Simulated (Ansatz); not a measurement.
Input and command of a plane-wave DFT calculation in Ansatz:

```yaml
crystal:
  lattice:
    - [4.7063098565, 0.0, 0.0]
    - [-2.3531549283, 4.0757838938, 0.0]
    - [0.0, 0.0, 4.343688]
  atoms:
    - { symbol: Sr, position: [0.0, 0.0, 0.0] }
    - { symbol: Al, position: [0.3333333333, 0.6666666667, 0.4589] }
    - { symbol: Al, position: [0.6666666667, 0.3333333333, 0.5411] }
    - { symbol: H, position: [0.3333333333, 0.6666666667, 0.0976] }
    - { symbol: H, position: [0.6666666667, 0.3333333333, 0.9024] }
basis:
  ecutwfc: 500
kpoints:
  mp_grid: { grid: [12, 12, 10] }
hamiltonian:
  xc: r2scan
scf:
  occupations: { method: gaussian, width: 0.15 }
output:
  forces: true
  stress: true
  eigenvalues: true
  write_density: true
  write_potential: true
  elf: true
  volumetric_format: npy
```

```bash
ansatz run input.yaml --threads 1 --pin off --max-ram 2560MiB --backend cpu --events-out ev --progress --plain --runs-dir out
```

Processor: Arm Neoverse V1, 1 thread, on a host shared with other jobs.

**Question.** How long does it run, and how much memory does it take?

**Answer.** About 35 s on 1 thread of Arm Neoverse V1, with other jobs on the host, peak memory 0.65 GiB. It solves 14 bands at 162 k points (the mesh reduced by symmetry) with about 2097 plane waves, in 6 SCF iterations.
